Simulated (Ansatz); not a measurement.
RbGeCl3:
```cif
data_Cl6Ge2Rb2
_chemical_formula_sum 'Rb2 Ge2 Cl6'
_space_group_name_H-M_alt 'P21/m'
_space_group_IT_number 11
_space_group_name_Hall '-P 2yb'
_cell_length_a 5.83231
_cell_length_b 6.98151
_cell_length_c 7.97073
_cell_angle_alpha 90.000
_cell_angle_beta 105.816
_cell_angle_gamma 90.000
loop_
_space_group_symop_operation_xyz
  'x, y, z'
  '-x, -y, -z'
  '-x, y+1/2, -z'
  'x, -y+1/2, z'
loop_
_atom_site_label
_atom_site_type_symbol
_atom_site_symmetry_multiplicity
_atom_site_Wyckoff_symbol
_atom_site_fract_x
_atom_site_fract_y
_atom_site_fract_z
_atom_site_occupancy
Rb1 Rb 2 e 0.32443 0.25000 0.70756 1
Ge1 Ge 2 e 0.07673 0.25000 0.12218 1
Cl1 Cl 2 e 0.67811 0.25000 0.12626 1
Cl2 Cl 4 f 0.18887 0.00513 0.32427 1
```

Relaxed with r²SCAN. DFT-r²SCAN in the program Ansatz with PAW potentials gives a gap of 4.08 eV.

Q: What gap does HSE06 give on the same cell (Ansatz, PAW)?

A: 4.67 eV, 0.59 eV more. The hybrid was solved on a coarser mesh and at special points; the gap given is the minimum over both.

Cost on shared cores: the r²SCAN run (SCF on a 5×4×4 mesh, then bands and DOS) roughly 13 core-minutes, the HSE06 run (SCF on 3×3×2, then a few points) around 4 core-minutes (rough); the tasks are unlike.

Space group P2_1/m. The workflow started from a Materials Project entry (that database holds measured and hypothetical structures alike); the Crystallography Open Database files this formula in space group No. 11, but the cells were not matched. Its standing as an ambient phase is unchecked. The r²SCAN relaxation kept the symmetry of its start; whether a distortion lowers the energy is not shown. Scalar-relativistic: spin–orbit coupling is off unless named, which matters more the heavier the elements.

Potentials: the later of the program's two PAW sets.
